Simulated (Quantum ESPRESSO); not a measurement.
Mo4Se6O2, finding a planted mistake in a log

Computed values, not a measurement. The program is pw.x of Quantum ESPRESSO 7.5 (plane-wave density functional theory). The cell is made up: 12 atoms on a layered 2H lattice, with randomly drawn elements, strain and displacements, not relaxed. PseudoDojo standard norm-conserving files (v0.5 for PBE, v0.4.1 for LDA and PBEsol) set the functional; there is no spin polarisation, spin-orbit coupling or dispersion term, and the masses in the input are unused placeholders.

Intended input:

```
&control calculation='scf', pseudo_dir='./dojo.nc.sr.pbe.v0_5.standard.upf', outdir='./o', disk_io='medium', tprnfor=.true., tstress=.true. /
&system ibrav=0, nat=12, ntyp=3, nbnd=88, ecutwfc=85.99341389, nosym=.true., tot_charge=0,
 occupations='smearing', smearing='fd', degauss=0.0018374661
/
&electrons conv_thr=7.350e-09, electron_maxstep=60, /
ATOMIC_SPECIES
Mo 1.0 Mo.upf
O 1.0 O.upf
Se 1.0 Se.upf
CELL_PARAMETERS angstrom
3.2556 -0.0133 0.0341
-0.023 5.5398 0.0013
0.1364 0.003 12.7847
ATOMIC_POSITIONS angstrom
Mo 0.0538 1.8715 3.2183
Mo 1.7715 0.8913 9.5618
Mo 1.6185 4.6366 3.2528
Mo 0.0681 3.7094 9.6464
Se 0.0449 1.8169 7.9467
Se 0.0986 1.8647 11.2335
Se 1.6146 0.8932 1.6111
O 1.6791 0.9479 4.7495
Se 1.6962 4.6068 7.9633
O 1.7393 4.6175 11.1663
Se 0.0038 3.6925 1.5785
Se 0.0042 3.7283 4.7938
K_POINTS automatic
7 4 2 1 1 1
```

The log is shortened where brackets say so; the opening notice, blank lines, dates and the lines on written files are dropped, and the path of the files is cut. It prints rydbergs, bohrs and kilobars, and counts compression as positive stress. Where no state is partly filled, the Fermi energy that it prints is only some level between the filled and the empty states on the mesh, and need not lie in the true gap.

Log of the intended run:

```
     Program PWSCF v.7.5
     Parallel version (MPI & OpenMP), running on       1 processor cores
     Number of MPI processes:                 1
     Threads/MPI process:                     1
     [start-up lines left out]
     bravais-lattice index     =            0
     lattice parameter (alat)  =       6.1526  a.u.
     unit-cell volume          =    1555.8092 (a.u.)^3
     number of atoms/cell      =           12
     number of atomic types    =            3
     number of electrons       =       164.00
     number of Kohn-Sham states=           88
     kinetic-energy cutoff     =      85.9934  Ry
     charge density cutoff     =     343.9737  Ry
     scf convergence threshold =      7.3E-09
     mixing beta               =       0.7000
     number of iterations used =            8  plain     mixing
     Exchange-correlation= PBE
                           (   1   4   3   4   0   0   0)
     [axes and pseudopotential details left out]
   Cartesian axes
     site n.     atom                  positions (alat units)
         1        Mo     tau(   1) = (   0.0165243   0.5748193   0.9884803  )
         2        Mo     tau(   2) = (   0.5441049   0.2737571   2.9368460  )
         3        Mo     tau(   3) = (   0.4971120   1.4241022   0.9990768  )
         4        Mo     tau(   4) = (   0.0209165   1.1393186   2.9628303  )
         5        Se     tau(   5) = (   0.0137907   0.5580493   2.4407783  )
         6        Se     tau(   6) = (   0.0302844   0.5727307   3.4502980  )
         7        Se     tau(   7) = (   0.4959141   0.2743407   0.4948391  )
         8        O      tau(   8) = (   0.5157249   0.2911414   1.4587787  )
         9        Se     tau(   9) = (   0.5209770   1.4149493   2.4458769  )
        10        O      tau(  10) = (   0.5342149   1.4182357   3.4296579  )
        11        Se     tau(  11) = (   0.0011671   1.1341279   0.4848262  )
        12        Se     tau(  12) = (   0.0012900   1.1451236   1.4723851  )
     number of k points=    28  Fermi-Dirac smearing, width (Ry)=  0.0018
                       cart. coord. in units 2pi/alat
        k(    1) = (   0.0710756   0.0737443   0.0628904), wk =   0.0714286
        k(    2) = (   0.0724096   0.0737797  -0.0644559), wk =   0.0714286
     [further k points left out]
     Dense  grid:   167561 G-vectors     FFT dimensions: (  40,  64, 144)
     Estimated max dynamical RAM per process >     317.89 MB
     Initial potential from superposition of free atoms
     starting charge     163.9938, renormalised to     164.0000
     Starting wfcs are  102 randomized atomic wfcs
     total cpu time spent up to now is       49.6 secs
     per-process dynamical memory:   178.2 Mb
     Self-consistent Calculation
     iteration #  1     ecut=    85.99 Ry     beta= 0.70
     Davidson diagonalization with overlap
     ethr =  1.00E-02,  avg # of iterations =  2.0
     total cpu time spent up to now is      160.4 secs
     total energy              =   -2081.43466992 Ry
     estimated scf accuracy    <       3.18669048 Ry
     iteration #  2     ecut=    85.99 Ry     beta= 0.70
     Davidson diagonalization with overlap
     ethr =  1.94E-03,  avg # of iterations =  7.0
     total cpu time spent up to now is      371.0 secs
     total energy              =   -2077.77693381 Ry
     estimated scf accuracy    <      57.50487166 Ry
     [iterations 3 to 19 left out]
     iteration # 20     ecut=    85.99 Ry     beta= 0.70
     Davidson diagonalization with overlap
     ethr =  4.08E-11,  avg # of iterations =  5.2
     total cpu time spent up to now is     2534.2 secs
     total energy              =   -2083.45291170 Ry
     estimated scf accuracy    <       0.00000003 Ry
     iteration # 21     ecut=    85.99 Ry     beta= 0.70
     Davidson diagonalization with overlap
     ethr =  1.55E-11,  avg # of iterations =  3.4
     total cpu time spent up to now is     2608.6 secs
     End of self-consistent calculation
     [lines on levels left out]
     the Fermi energy is    11.8961 ev
!    total energy              =   -2083.45291170 Ry
     estimated scf accuracy    <          4.4E-09 Ry
     smearing contrib. (-TS)   =      -0.00000000 Ry
     internal energy E=F+TS    =   -2083.45291170 Ry
     The total energy is F=E-TS. E is the sum of the following terms:
     one-electron contribution =   -1135.66764080 Ry
     hartree contribution      =     621.58419315 Ry
     xc contribution           =    -389.46777290 Ry
     ewald contribution        =   -1179.90169115 Ry
     convergence has been achieved in  21 iterations
     Forces acting on atoms (cartesian axes, Ry/au):
     atom    1 type  1   force =    -0.03783994   -0.09729305    0.11395180
     atom    2 type  1   force =    -0.05751703   -0.04814298    0.13312818
     atom    3 type  1   force =     0.01843283    0.07037931    0.03478054
     atom    4 type  1   force =     0.00018428    0.07413963    0.07583470
     atom    5 type  3   force =     0.04512361    0.03835352   -0.04489090
     atom    6 type  3   force =     0.00771212   -0.02573472    0.02049707
     atom    7 type  3   force =     0.02983746    0.03113845   -0.04244637
     atom    8 type  2   force =    -0.00108139   -0.00132616   -0.15126420
     atom    9 type  3   force =     0.00529832   -0.03373079   -0.02318627
     atom   10 type  2   force =    -0.00103663   -0.00519059   -0.16111250
     atom   11 type  3   force =     0.00275002    0.00262710   -0.03848711
     atom   12 type  3   force =    -0.01186366   -0.00521972    0.08319506
     Total force =     0.366696     Total SCF correction =     0.000273
     Computing stress (Cartesian axis) and pressure
          total   stress  (Ry/bohr**3)                   (kbar)     P=       -7.46
  -0.00016297   0.00006259  -0.00018391          -23.97        9.21      -27.05
   0.00006259   0.00001628  -0.00013682            9.21        2.40      -20.13
  -0.00018391  -0.00013682  -0.00000539          -27.05      -20.13       -0.79
     init_run     :     45.83s CPU     49.45s WALL (       1 calls)
     electrons    :   2473.88s CPU   2559.17s WALL (       1 calls)
     forces       :      9.82s CPU      9.99s WALL (       1 calls)
     stress       :     35.90s CPU     37.04s WALL (       1 calls)
     [timing details left out]
     PWSCF        :  42m45.76s CPU  44m17.66s WALL
     JOB DONE.
```

A second run was made from an input with one planted mistake. Its log:

```
     Program PWSCF v.7.5
     Parallel version (MPI & OpenMP), running on       4 processor cores
     Number of MPI processes:                 4
     Threads/MPI process:                     1
     [start-up lines left out]
     bravais-lattice index     =            0
     lattice parameter (alat)  =       6.1526  a.u.
     unit-cell volume          =    1555.8092 (a.u.)^3
     number of atoms/cell      =           12
     number of atomic types    =            3
     number of electrons       =       164.00
     number of Kohn-Sham states=           88
     kinetic-energy cutoff     =      45.1282  Ry
     charge density cutoff     =     180.5127  Ry
     scf convergence threshold =      7.3E-09
     mixing beta               =       0.7000
     number of iterations used =            8  plain     mixing
     Exchange-correlation= PBE
                           (   1   4   3   4   0   0   0)
     [axes and pseudopotential details left out]
   Cartesian axes
     site n.     atom                  positions (alat units)
         1        Mo     tau(   1) = (   0.0165243   0.5748193   0.9884803  )
         2        Mo     tau(   2) = (   0.5441049   0.2737571   2.9368460  )
         3        Mo     tau(   3) = (   0.4971120   1.4241022   0.9990768  )
         4        Mo     tau(   4) = (   0.0209165   1.1393186   2.9628303  )
         5        Se     tau(   5) = (   0.0137907   0.5580493   2.4407783  )
         6        Se     tau(   6) = (   0.0302844   0.5727307   3.4502980  )
         7        Se     tau(   7) = (   0.4959141   0.2743407   0.4948391  )
         8        O      tau(   8) = (   0.5157249   0.2911414   1.4587787  )
         9        Se     tau(   9) = (   0.5209770   1.4149493   2.4458769  )
        10        O      tau(  10) = (   0.5342149   1.4182357   3.4296579  )
        11        Se     tau(  11) = (   0.0011671   1.1341279   0.4848262  )
        12        Se     tau(  12) = (   0.0012900   1.1451236   1.4723851  )
     number of k points=    28  Fermi-Dirac smearing, width (Ry)=  0.0018
                       cart. coord. in units 2pi/alat
        k(    1) = (   0.0710756   0.0737443   0.0628904), wk =   0.0714286
        k(    2) = (   0.0724096   0.0737797  -0.0644559), wk =   0.0714286
     [further k points left out]
     Dense  grid:    63727 G-vectors     FFT dimensions: (  27,  45, 108)
     Estimated max dynamical RAM per process >     197.71 MB
     Estimated total dynamical RAM >     744.16 MB
     Check: negative core charge=   -0.000092
     Initial potential from superposition of free atoms
     starting charge     163.9938, renormalised to     164.0000
     negative rho (up, down):  6.043E-04 0.000E+00
     Starting wfcs are  102 randomized atomic wfcs
     total cpu time spent up to now is        6.0 secs
     per-process dynamical memory:   148.3 Mb
     Self-consistent Calculation
     iteration #  1     ecut=    45.13 Ry     beta= 0.70
     Davidson diagonalization with overlap
     ethr =  1.00E-02,  avg # of iterations =  2.0
     negative rho (up, down):  1.147E-04 0.000E+00
     total cpu time spent up to now is       16.5 secs
     total energy              =   -2068.94932142 Ry
     estimated scf accuracy    <       4.18289696 Ry
     iteration #  2     ecut=    45.13 Ry     beta= 0.70
     Davidson diagonalization with overlap
     ethr =  2.55E-03,  avg # of iterations =  8.4
     negative rho (up, down):  9.019E-05 0.000E+00
     total cpu time spent up to now is       31.2 secs
     total energy              =   -2064.47648780 Ry
     estimated scf accuracy    <      55.65290750 Ry
     [iterations 3 to 20 left out]
     iteration # 21     ecut=    45.13 Ry     beta= 0.70
     Davidson diagonalization with overlap
     ethr =  4.86E-11,  avg # of iterations =  3.1
     total cpu time spent up to now is      229.4 secs
     total energy              =   -2070.76526390 Ry
     estimated scf accuracy    <       0.00000001 Ry
     iteration # 22     ecut=    45.13 Ry     beta= 0.70
     Davidson diagonalization with overlap
     ethr =  7.47E-12,  avg # of iterations =  4.9
     total cpu time spent up to now is      238.8 secs
     End of self-consistent calculation
     [lines on levels left out]
     the Fermi energy is    11.8982 ev
!    total energy              =   -2070.76526390 Ry
     estimated scf accuracy    <          7.2E-09 Ry
     smearing contrib. (-TS)   =      -0.00000000 Ry
     internal energy E=F+TS    =   -2070.76526390 Ry
     The total energy is F=E-TS. E is the sum of the following terms:
     one-electron contribution =   -1111.95850508 Ry
     hartree contribution      =     605.84407504 Ry
     xc contribution           =    -384.74914271 Ry
     ewald contribution        =   -1179.90169115 Ry
     convergence has been achieved in  22 iterations
     Forces acting on atoms (cartesian axes, Ry/au):
     atom    1 type  1   force =    -0.03897487   -0.09782485    0.11271649
     atom    2 type  1   force =    -0.05935472   -0.04589970    0.13425835
     atom    3 type  1   force =     0.01879427    0.06924747    0.03256746
     atom    4 type  1   force =    -0.00049585    0.07383444    0.07342797
     atom    5 type  3   force =     0.04627848    0.03954077   -0.04188494
     atom    6 type  3   force =     0.00803889   -0.02656198    0.01586505
     atom    7 type  3   force =     0.03223156    0.03352912   -0.04197786
     atom    8 type  2   force =    -0.00132944   -0.00253154   -0.14878590
     atom    9 type  3   force =     0.00493155   -0.03654139   -0.02269422
     atom   10 type  2   force =     0.00119257   -0.00570485   -0.15951917
     atom   11 type  3   force =     0.00192311    0.00290593   -0.03789368
     atom   12 type  3   force =    -0.01323556   -0.00399342    0.08392044
     Total force =     0.364815     Total SCF correction =     0.000339
     Computing stress (Cartesian axis) and pressure
          total   stress  (Ry/bohr**3)                   (kbar)     P=    -5812.42
  -0.03960305   0.00005561  -0.00019601        -5825.81        8.18      -28.83
   0.00005561  -0.03946018  -0.00015610            8.18    -5804.79      -22.96
  -0.00019601  -0.00015610  -0.03947294          -28.83      -22.96    -5806.67
     init_run     :      4.48s CPU      4.75s WALL (       1 calls)
     electrons    :    226.53s CPU    232.87s WALL (       1 calls)
     forces       :      1.56s CPU      1.56s WALL (       1 calls)
     stress       :      4.68s CPU      4.70s WALL (       1 calls)
     [timing details left out]
     PWSCF        :   3m58.54s CPU   4m 5.28s WALL
     JOB DONE.
```

Question: what was wrong in the second input?

Answer: the plane-wave cutoff is too low. The input lines that differ, file-writing options aside:

```
- &system ibrav=0, nat=12, ntyp=3, nbnd=88, ecutwfc=85.99341389, nosym=.true., tot_charge=0,
+ &system ibrav=0, nat=12, ntyp=3, nbnd=88, ecutwfc=45.12816763, nosym=.true., tot_charge=0,
```

|  | intended run | run with the mistake |
| --- | --- | --- |
| free energy (eV) | -28346.821 | -28174.197 |
| smearing term -TS (eV) | 0.0000 | 0.0000 |
| pressure (GPa) | -0.75 | -581.24 |
| largest force component (eV/Å) | 4.142 | 4.101 |
| largest change of a force component (eV/Å) |  | 0.119 |
| iterations | 21 | 22 |

For scale, a rerun of the intended cell at a cutoff of 1467 eV and k mesh 9 x 6 x 4 moved values by no more than 0.004 eV in energy, 0.02 GPa in stress and 0.003 eV/Å in force.